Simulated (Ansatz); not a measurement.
Given:

CuCl:
```
CuCl
1.0
    0.00000     2.64498     2.64498
    2.64498     0.00000     2.64498
    2.64498     2.64498     0.00000
Cu Cl
1 1
Cartesian
  0.00000   0.00000   0.00000
  3.96746   3.96746   3.96746
```

This is the PBEsol-relaxed structure.

Question: All from the program Ansatz at the PBEsol level (PAW), unless another level is named. Give the HSE06 gap on the PBEsol cell.

Answer: 2.46 eV.

Question: Next, the hole effective mass, band 3 of 3 at the edge?

Answer: 0.34 along [100], 0.28 along [110], 0.27 along [111] (mₑ).

Question: Give the hole effective mass, band 1 of 3 at the edge.

Answer: 1.3 along [100], 5.8 along [110], 2.7 along [111] (mₑ).

Question: Next, the valence-band maximum?

Answer: at Γ.

Question: What about the weight of the valence-edge state by species (Voronoi cells)?

Answer: Cu 74 %, Cl 26 %.

Question: What about the weight of the conduction-edge state by species (Voronoi cells)?

Answer: Cu 61 %, Cl 39 %.

Space group F-43m (zinc blende). Symmetry was held in the PBEsol relaxation. The run is not spin-polarised.

Potentials: the later of the program's two PAW sets.
